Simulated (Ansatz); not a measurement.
**YTl, first-principles data**

YTl:
```
YTl
1.0
    3.77734     0.00000     0.00000
    0.00000     3.77734     0.00000
    0.00000     0.00000     3.77734
Y Tl
1 1
Direct
  0.50000   0.50000   0.50000
  0.00000   0.00000   0.00000
```

Space group Pm-3m (No. 221), CsCl type; conventional cell a = b = c = 3.777 Å, α = β = γ = 90.00°.

Method: the program Ansatz at the r²SCAN level (PAW). The cell and atoms are relaxed at this level. Other levels are named where they apply.

**Cell and energy**

| Property | Result |
|---|---|
| Volume per atom | 26.95 Å³ |
| Density | 9.04 g/cm³ |
| Formation energy from the elements (no fitted shifts) | -0.48 eV/atom |

**Electronic structure**

| Quantity | Result |
|---|---|
| Electronic character | metallic (no gap) |
| Density of states at the Fermi level | 0.64 states/eV per atom (mean over ±0.08 eV) |
| Gap with spin–orbit coupling | none (metallic) |

**Mechanics**

| Item | Value |
|---|---|
| Bulk modulus (Birch–Murnaghan fit) | 61.3 GPa |
| Pressure derivative B′ | 5.0 |

**Charges**

| Item | Result |
|---|---|
| Bader charges | Y +1.46, Tl -1.46 e |

The workflow started from an entry of the Crystallography Open Database (COD). Whether it is the stable phase at ambient conditions was not checked. The cell was relaxed with r²SCAN under the symmetry of its start; whether a distortion lowers the energy is not shown. No spin polarisation was allowed. The references are the lowest solids computed at this level, not always the standard phases. Spin–orbit coupling is left out wherever it is not named.

Potentials: the later of the program's two PAW sets.
